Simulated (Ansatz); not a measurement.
WC (WC type, space group P-6m2)

```
WC
1.0
    2.92185     0.00000     0.00000
   -1.46093     2.53040     0.00000
    0.00000     0.00000     2.84710
W C
1 1
Direct
  0.00000   0.00000   0.00000
  0.66667   0.33333   0.50000
```

In this cell atom 2 (C, nearest neighbour W at 2.207 Å; its periodic images, 2.8 Å or more away, move with it) is moved by s towards the nearest neighbour, unit vector (-0.662, -0.382, -0.645); all other atoms and the cell stay fixed.

These are PBE (plane waves to 420 eV, PAW, scalar-relativistic; Ansatz, an electronic-structure program) values and carry that method's errors. k mesh 15×15×13 (Γ-centred), Fermi-Dirac smearing 0.05 eV. Left out: 1 of 11 points, with atoms too close for the PAW data. With partly filled bands, energies and forces of such displacements shift with the k mesh and the smearing. F∥ is the force on the atom along that direction. Spin-orbit coupling is left out, though W is heavy. WC is run without spin polarisation. WC was relaxed with its symmetry unable to fall. 

```json
[
 {"s (Å)": "-0.440", "F∥ (eV/Å)": "6.364"},
 {"s (Å)": "-0.352", "F∥ (eV/Å)": "5.098"},
 {"s (Å)": "-0.264", "F∥ (eV/Å)": "3.769"},
 {"s (Å)": "-0.176", "F∥ (eV/Å)": "2.486"},
 {"s (Å)": "-0.088", "F∥ (eV/Å)": "1.240"},
 {"s (Å)": "0.000", "F∥ (eV/Å)": "0.000"},
 {"s (Å)": "0.088", "F∥ (eV/Å)": "-1.308"},
 {"s (Å)": "0.176", "F∥ (eV/Å)": "-2.815"},
 {"s (Å)": "0.264", "F∥ (eV/Å)": "-4.632"},
 {"s (Å)": "0.352", "F∥ (eV/Å)": "-6.955"}
]
```

Problem. What is the force constant k = d²E/ds² of this move at s = 0?

Solution. 14.3 eV/Å². The forces along the line at the two nearest points give (1.240 − (-1.308)) / (2·0.088) = 14.48 eV/Å²; the next pair corrects for the finite step.

(A displaced cell: forces are minus the slopes of the energy, force constants its curvatures, and phonons follow from these.)
